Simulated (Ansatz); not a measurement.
SiGe (R-3m), relaxed and computed with several functionals in Ansatz (plane waves, PAW).

```csv
functional,a (Å),c (Å),V (Å³/atom),gap (eV),ΔH_f (eV/atom),B₀ by P(V) fit (GPa),electron conductivity mass (mₑ)
r²SCAN,3.924,19.199,21.34,0.65,0.01,84.1,0.21
PBE,(withheld),(withheld),(withheld),(withheld),(withheld),(withheld),(withheld)
PBEsol,3.921,19.176,21.28,0.32,0.01,80.7,0.19
```

Fill in the missing entries.


- PBE, a (Å): 3.963
- PBE, c (Å): 19.384
- PBE, V (Å³/atom): 21.97
- PBE, gap (eV): 0.38
- PBE, ΔH_f (eV/atom): 0.02
- PBE, B₀ by P(V) fit (GPa): 73.6
- PBE, electron conductivity mass (mₑ): 0.17

Typed or built starts, not in the databases checked: SiGe, R-3m (Si on 6c, Ge on 6c). All cells were relaxed under the symmetry of their starts (and spin orders); stability against distortions was not tested throughout. Scalar-relativistic: spin–orbit coupling is off unless named, which matters more the heavier the elements.

Potentials: the later of the program's two PAW sets.

Ansatz (an electronic-structure program) is a plane-wave DFT program.

Formation energies count from the lowest solids of the elements computed at the same level, not from gases.
